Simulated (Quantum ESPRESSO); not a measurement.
## Band energies of TlAlF₄

```
TlAlF4
1.0
    3.63601     0.00000     0.00000
    0.00000     3.63601     0.00000
    0.00000     0.00000     6.30565
F Al Tl
4 1 1
Direct
  0.00000   0.00000   0.71859
  0.00000   0.00000   0.28141
  0.50000   0.00000   0.00000
  0.00000   0.50000   0.00000
  0.00000   0.00000   0.00000
  0.50000   0.50000   0.50000
```

norm-conserving LDA (Quantum ESPRESSO, 84 Ry, scalar-relativistic); path ΓXMΓZRAZ,XR,MA; energies in eV from the valence-band maximum.

```
k (1/Å)  point  band 18  band 19  band 20  band 21  band 22  band 23  band 24  band 25
-------  -----  -------  -------  -------  -------  -------  -------  -------  -------
0.00         Γ    -2.04    -2.01    -2.01    -1.95    -1.95     5.23     8.01     9.84
0.22              -2.19    -2.01    -1.92    -1.69    -1.42     5.40     7.90     8.81
0.65              -2.08    -2.03    -1.77    -1.41    -0.35     4.74     6.44     9.85
0.86         X    -2.04    -2.04    -1.74    -1.40    -0.13     4.11     6.71    10.11
1.08              -2.38    -1.90    -1.71    -1.38    -0.20     4.31     6.66     8.99
1.30              -2.28    -1.95    -1.46    -1.34    -0.41     4.78     6.54     7.20
1.73         M    -2.83    -1.51    -1.26    -1.26    -0.93     5.37     5.37     6.35
2.08              -2.61    -1.74    -1.36    -1.33    -0.56     5.80     5.83     6.42
2.43              -2.27    -2.07    -1.53    -1.52    -0.63     6.02     7.17     7.19
2.60              -2.28    -2.05    -1.70    -1.62    -1.00     5.65     7.88     8.16
2.95         Γ    -2.04    -2.01    -2.01    -1.95    -1.95     5.23     8.01     9.84
3.45         Z    -2.31    -2.31    -1.66    -1.66    -1.11     4.17     9.37     9.82
3.62              -2.29    -2.06    -1.74    -1.66    -1.10     4.36     8.89     9.49
3.97              -2.15    -2.11    -1.98    -1.68    -0.59     5.55     5.83     9.99
4.31         R    -2.40    -2.26    -2.07    -1.69     0.00     4.33     6.49    10.07
4.66              -2.29    -1.98    -1.83    -1.67    -0.19     4.64     6.57     7.85
4.83              -2.12    -1.97    -1.74    -1.59    -0.44     4.96     6.56     6.64
5.18         A    -2.20    -1.64    -1.64    -1.51    -1.04     5.38     5.38     6.73
5.48              -2.12    -1.93    -1.67    -1.64    -0.59     5.65     5.74     6.59
5.63              -2.08    -1.93    -1.79    -1.66    -0.53     6.12     6.18     6.30
5.94              -1.98    -1.84    -1.82    -1.77    -0.91     5.26     7.56     7.75
6.25              -2.20    -2.15    -1.71    -1.67    -1.11     4.32     9.34     9.47
6.40         Z    -2.31    -2.31    -1.66    -1.66    -1.11     4.17     9.37     9.82
6.40         X    -2.04    -2.04    -1.74    -1.40    -0.13     4.11     6.71    10.11
6.56              -2.11    -2.05    -1.72    -1.54    -0.09     4.16     6.65    10.10
6.90         R    -2.40    -2.26    -2.07    -1.69     0.00     4.33     6.49    10.07
6.90         M    -2.83    -1.51    -1.26    -1.26    -0.93     5.37     5.37     6.35
7.06              -2.66    -1.51    -1.33    -1.33    -0.96     5.37     5.37     6.44
7.39         A    -2.20    -1.64    -1.64    -1.51    -1.04     5.38     5.38     6.73
```

The LDA gap is indirect, 4.11 eV, from R to X; the smallest direct gap is 4.24 eV.

Spin-orbit coupling is left out; with 6p states at a band edge it can lower the gap by many tenths of an eV, most of a small gap.

Geometry of the Materials Project entry, not relaxed at this level.
